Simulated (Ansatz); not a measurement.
## Hf4N (I4/mmm)

Method: Ansatz 0.2.0, DFT PBE, scalar-relativistic, plane waves, PAW.

Plane waves to 420 eV, a k mesh through Γ of 12×12×12 on the computed 5-atom cell and Gaussian smearing (0.10 eV); no spin polarisation.

The structure is relaxed at this level of theory with its symmetry kept, and needn't be the ground state of this composition.

Space group I4/mmm (No. 139), tetragonal, a = 4.493 Å, c = 9.199 Å. Hf on a site of symmetry mmm has 2 N at 2.25 Å and 12 Hf at 3.16–3.27 Å; around Hf on a site of symmetry 4mm lie 1 N at 2.22 Å and 12 Hf at 3.16–3.27 Å; around N lie 6 Hf at 2.22–2.25 Å.

```json
{
  "Volume per atom": "18.57 Å³",
  "Formation energy from the elements' standard states (uncorrected)": "-0.701 eV/atom",
  "Kohn–Sham band gap": "none (metal)",
  "Density of states at the Fermi level": "4.1 states/eV per cell",
  "Orbital (Löwdin) character within 0.5 eV of the Fermi level": "Hf 5d 85 %, unprojected 7 %",
  "Bader charge by site (e)": "Hf (2 in the cell) 0.67, Hf (2 in the cell) 0.35, N (1 in the cell) -2.05"
}
```

Spin-orbit coupling is left out, which matters for the bands of heavy elements. Spin polarisation was left out, and a magnetic state may lie lower.

The cell was found from a structure generator's guess, not taken from experiment. Löwdin shares on free-atom orbitals overweight diffuse shells.
